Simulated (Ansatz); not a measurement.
Given:

Y$_{2}$MgSi$_{2}$:
```
CELL_PARAMETERS angstrom
      7.18644     0.00000     0.00000
      0.00000     7.18644     0.00000
      0.00000     0.00000     4.21629
ATOMIC_POSITIONS crystal
  Y  0.67885 0.17885 0.50000
  Y  0.32115 0.82115 0.50000
  Y  0.82115 0.67885 0.50000
  Y  0.17885 0.32115 0.50000
  Mg 0.00000 0.00000 0.00000
  Mg 0.50000 0.50000 0.00000
  Si 0.11732 0.61732 0.00000
  Si 0.88268 0.38268 0.00000
  Si 0.38268 0.11732 0.00000
  Si 0.61732 0.88268 0.00000
```

This is the r²SCAN-relaxed structure.

Q: All from DFT-r²SCAN in the program Ansatz with PAW potentials, unless another level is named. Predict the electronic character.

A: metallic (no gap).

Q: What about the density of states at the Fermi level?

A: 0.28 states/eV per atom (mean over ±0.08 eV).

Q: Give the formation energy from the elements (no fitted shifts).

A: -0.80 eV/atom.

Space group P4/mbm. The first step of the workflow began from a Materials Project structure, measured or hypothetical; the Crystallography Open Database copy checked does not list it. Whether it is the stable phase at ambient conditions was not checked. Symmetry was held in the r²SCAN relaxation; whether a distortion lowers the energy is not shown. The run is not spin-polarised. The references are the lowest solids computed at this level, not always the standard phases. Scalar-relativistic: spin–orbit coupling is off unless named, which matters more the heavier the elements.

Potentials: the earlier of the program's two PAW sets.
